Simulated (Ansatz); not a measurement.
CaZn2 in space group Imma (No. 74; Ca on 4e, Zn on 8h), plane-wave PAW r²SCAN (Ansatz code), all energies at zero smearing, with the estimated change up to a 700 eV cutoff added, with one set of potentials and settings (totals compare only within such a set). Cell of 6 atoms (2 Ca, 4 Zn): -16947.943 eV.

```json
[
 {"element": "Ca", "reference phase": "Fm-3m, 1 atoms in the cell", "E (eV/atom)": "-1821.6752"},
 {"element": "Zn", "reference phase": "P6_3/mmc, 2 atoms in the cell", "E (eV/atom)": "-3325.6729"}
]
```

Formation energy per atom, worked out: (-16947.943 − 2×(-1821.6752) − 4×(-3325.6729))/6 = -0.317 eV/atom (-31 kJ per mol of atoms), at 0 K, without zero-point energy or fitted corrections.

The workflow started from a Materials Project entry (that database holds measured and hypothetical structures alike); the Crystallography Open Database copy checked does not list it. Whether it is the stable phase at ambient conditions was not checked. Symmetry was held in the r²SCAN relaxation; whether a distortion lowers the energy is not shown. The references are the lowest solids computed at this level, not always the standard phases.

Potentials: the later of the program's two PAW sets.
